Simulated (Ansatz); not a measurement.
## ScPd₃: computed property card

ScPd3:
```cif
data_Pd3Sc
_chemical_formula_sum 'Sc1 Pd3'
_space_group_name_H-M_alt 'Pm-3m'
_space_group_IT_number 221
_space_group_name_Hall '-P 4 2 3'
_cell_length_a 3.94298
_cell_length_b 3.94298
_cell_length_c 3.94298
_cell_angle_alpha 90.000
_cell_angle_beta 90.000
_cell_angle_gamma 90.000
loop_
_atom_site_label
_atom_site_type_symbol
_atom_site_symmetry_multiplicity
_atom_site_Wyckoff_symbol
_atom_site_fract_x
_atom_site_fract_y
_atom_site_fract_z
_atom_site_occupancy
Sc1 Sc 1 a 0.00000 0.00000 0.00000 1
Pd1 Pd 3 c 0.00000 0.50000 0.50000 1
```

Space group Pm-3m (No. 221), Cu3Au type; conventional cell a = 3.9430 Å, b = 3.9430 Å, c = 3.9430 Å, α = 90.00°, β = 90.00°, γ = 90.00°.

Method: DFT-PBEsol in the program Ansatz with PAW potentials. Geometry: relaxed at this level of theory. Other levels are named where they apply.

Cell and energy:

```json
{
  "volume_per_atom": "15.33 Å³",
  "density": "9.87 g/cm³",
  "Formation energy from the elements (no fitted shifts)": "-0.86 eV/atom"
}
```

Electronic structure:

```json
{
 "electronic_character": "metallic (no gap)",
 "Density of states at the Fermi level": "0.70 states/eV per atom (mean over ±0.08 eV)",
 "Gap with spin–orbit coupling": "none (metallic)"
}
```

Mechanics:

```json
{
 "Bulk modulus (Birch–Murnaghan fit)": "168 GPa",
 "Pressure derivative B′": "4.9",
 "Elastic constants (relaxed ions, GPa)": "C11 = 227, C12 = 139, C44 = 96.7",
 "mechanical_stability": "stable (all eigenvalues of C positive)",
 "hill_bulk_and_shear_moduli": "168 and 70.6 GPa",
 "Young's modulus": "186 GPa",
 "Poisson's ratio": "0.32",
 "debye_temperature_from_the_elastic_constants": "359 K"
}
```

Phonons:

```json
{
  "highest_zone_centre_frequency": "214 cm^-1",
  "zone_centre_stability": "no imaginary mode at Γ"
}
```

The workflow started from a Materials Project entry (that database holds measured and hypothetical structures alike); the Crystallography Open Database files this formula in space group No. 221, but the cells were not matched. Whether it is the stable phase at ambient conditions was not checked. The PBEsol relaxation kept the symmetry of its start. The run is not spin-polarised. As this level gives no gap, shear constants depend on the k-mesh and smearing (Fermi–Dirac, 0.1 eV here). As this level gives no gap, phonon frequencies hold no LO–TO term and depend on the k-mesh and smearing (Fermi–Dirac, 0.1 eV here). The references are the lowest solids computed at this level, not always the standard phases. Spin–orbit coupling is left out wherever it is not named.

Potentials: the later of the program's two PAW sets.
